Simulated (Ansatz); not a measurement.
C:
```
CELL_PARAMETERS angstrom
      0.00000     1.78014     1.78014
      1.78014     0.00000     1.78014
      1.78014     1.78014     0.00000
ATOMIC_POSITIONS crystal
  C  0.50000 0.50000 0.50000
  C  0.75000 0.75000 0.75000
```

Relaxed with r²SCAN. 

Q: HSE06 on this cell (Ansatz, a first-principles code, PAW) gives a gap of 5.30 eV. What does r²SCAN give?

A: 4.36 eV.

Cost on shared cores: the r²SCAN run (SCF on a 13×13×13 mesh, then bands and DOS) around 6 core-seconds (rough), the HSE06 run (SCF on 10×10×10, then a few points) around 30 core-seconds (rough); the tasks are unlike.

Space group Fd-3m (diamond). Symmetry was held in the r²SCAN relaxation.

Potentials: the earlier of the program's two PAW sets.

Ansatz is a plane-wave DFT program.
